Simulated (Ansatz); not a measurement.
MgO:
```
MgO
1.0
    0.00000     2.10215     2.10215
    2.10215     0.00000     2.10215
    2.10215     2.10215     0.00000
Mg O
1 1
Direct
  0.00000   0.00000   0.00000
  0.50000   0.50000   0.50000
```

Relaxed with r²SCAN. Special points in fractions of this cell's reciprocal vectors: Γ (0.000, 0.000, 0.000); X (0.500, 0.000, 0.500); U (0.625, 0.250, 0.625); K (0.375, 0.375, 0.750); L (0.500, 0.500, 0.500); W (0.500, 0.250, 0.750).

### Question
List the band energies nearest the valence-band maximum at these points for r²SCAN in the plane-wave PAW code Ansatz.

### Answer
In eV from the valence-band maximum; about four levels below and three above (degenerate sets whole), none deeper than 8.9 eV; … stands for higher levels left out; points with the same levels are listed once.

```json
[
 {"k": "Γ", "below": "0.00 0.00 0.00", "above": "5.69 …"},
 {"k": "X", "below": "-4.09 -1.37 -1.37", "above": "10.05 …"},
 {"k": "U", "below": "-3.50 -2.71 -1.17", "above": "11.10 …"},
 {"k": "L", "below": "-4.63 -0.68 -0.68", "above": "8.86 …"},
 {"k": "W", "below": "-2.96 -2.96 -1.78", "above": "…"}
]
```

Space group Fm-3m (rock salt). The cell was relaxed with r²SCAN under the symmetry of its start. The volume moved by -16 % from the start of the relaxation.

Potentials: the later of the program's two PAW sets.
